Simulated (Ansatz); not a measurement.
**Cd (hcp, Mg type), energy over volume and axial ratio**

Cd (hcp, Mg type)

```xyz
2
Lattice="2.9620 0.0000 0.0000 -1.4810 2.5652 0.0000 0.0000 0.0000 5.7980" Properties=species:S:1:pos:R:3 pbc="T T T"
Cd     0.0000     1.7101     4.3485
Cd     1.4810     0.8551     1.4495
```

Grid over V/V₀ and (c/a)/(c/a)₀, subscript 0 meaning the relaxed cell; the conventional c axis lies along z; no internal relaxation.

These are r2SCAN (plane waves to 500 eV, PAW, scalar-relativistic; Ansatz, a quantum-chemistry and plane-wave program) values and carry that method's errors. k mesh 18×18×8 (Γ-centred), Fermi-Dirac smearing 0.05 eV. Energies are smeared free energies. Stress and pressure are positive under compression. With partly filled bands, the response to shear is sensitive to the k mesh, so small differences along c/a are uncertain. Cd was relaxed with its symmetry unable to fall. The zero of ΔE is the relaxed starting cell.

ΔE (meV/atom), with V/V₀ across and (c/a)/(c/a)₀ down:

```
(c/a)/(c/a)₀ \ V/V₀  0.960  0.973  0.987  1.000  1.013  1.027  1.040
-------------------  -----  -----  -----  -----  -----  -----  -----
0.920                   11      9      9     11     13     17     21
0.947                    8      6      5      6      8     11     16
0.973                    6      3      2      2      4      6     10
1.000                    7      3      1      0      1      3      6
1.027                   13      8      4      2      2      3      5
1.053                   23     16     11      8      6      6      7
1.080                   37     28     22     17     13     12     11
```

σzz − σxx (GPa), with V/V₀ across and (c/a)/(c/a)₀ down:

| (c/a)/(c/a)₀ \ V/V₀ | 0.960 | 0.973 | 0.987 | 1.000 | 1.013 | 1.027 | 1.040 |
|---|---|---|---|---|---|---|---|
| 0.920 | 1.7 | 1.8 | 2.0 | 2.1 | 2.2 | 2.2 | 2.3 |
| 0.947 | 1.0 | 1.2 | 1.5 | 1.6 | 1.8 | 1.9 | 2.0 |
| 0.973 | 0.4 | 0.8 | 1.1 | 1.4 | 1.6 | 1.9 | 2.0 |
| 1.000 | -1.5 | -1.0 | -0.5 | 0.0 | 0.4 | 0.8 | 1.2 |
| 1.027 | -3.7 | -3.0 | -2.4 | -1.8 | -1.3 | -0.8 | -0.3 |
| 1.053 | -5.3 | -4.5 | -3.8 | -3.1 | -2.4 | -1.8 | -1.3 |
| 1.080 | -7.1 | -6.2 | -5.3 | -4.5 | -3.7 | -3.0 | -2.4 |

What the scan shows:

- Lowest place on the grid: V/V₀ = 1.000, (c/a)/(c/a)₀ = 1.000 (0 meV/atom)
- Highest place on the grid: V/V₀ = 0.960, (c/a)/(c/a)₀ = 1.080 (37 meV/atom)

The 49 points together took very roughly 21 core-minutes.

(A scan under strain: stresses follow from slopes of the energy per volume, elastic moduli from its curvatures.)
